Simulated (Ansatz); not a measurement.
**One input, then a changed one: Sn2Ir**

First run: DFT, LDA, PAW with Ansatz's default frozen-core files, scalar-relativistic (Ansatz 0.2.0).

Command: `ansatz run input.yaml --threads 1 --pin off --max-ram 3072MiB --backend cpu --events-out ev --progress --plain --runs-dir out` It took 4.5 s on 1 thread of Arm Neoverse V2, with other jobs on the host, peak memory 0.34 GiB.

```yaml
crystal:
  lattice:
    - [0.0, 2.8924242958, 2.8924242958]
    - [2.8924242958, 0.0, 2.8924242958]
    - [2.8924242958, 2.8924242958, 0.0]
  atoms:
    - { symbol: Sn, position: [0.75, 0.75, 0.75] }
    - { symbol: Sn, position: [0.25, 0.25, 0.25] }
    - { symbol: Ir, position: [0.0, 0.0, 0.0] }
kpoints:
  mp_grid: { grid: [10, 10, 10] }
  band_path:
    path:
      - [0.0, 0.0, 0.0]
      - [0.5, 0.0, 0.5]
      - [0.625, 0.25, 0.625]
      - [0.375, 0.375, 0.75]
      - [0.0, 0.0, 0.0]
      - [0.5, 0.5, 0.5]
      - [0.5, 0.25, 0.75]
      - [0.5, 0.0, 0.5]
    npoints: 6
scf:
  occupations: { method: fermi_dirac, width: 0.05 }
hamiltonian:
  xc: lda
  pseudopotentials: { kind: paw }
output:
  forces: true
  stress: true
  eigenvalues: true
  populations: true
  write_density: true
  write_potential: true
  elf: true
  volumetric_format: npy
```

The base volume is that of a database entry, with shape and atoms relaxed on PAW files at held volume, so it needn't be at zero pressure; the structure needn't be the stable phase, at rest or compressed.

This run: volume at 0.75 of the series' base cell.

It converges in 6 SCF iterations at a pressure of 66.6 GPa, cutoff 420 eV.

The input is then changed:

```diff
   occupations: { method: fermi_dirac, width: 0.05 }
+  initial_density: { chi_scale: 0.0 }
 hamiltonian:
```

Q: What does the second run give?

A: It converges in 8 SCF iterations at a pressure of 66.6 GPa, cutoff 420 eV, free energy 0.0 meV/atom against the first run's.
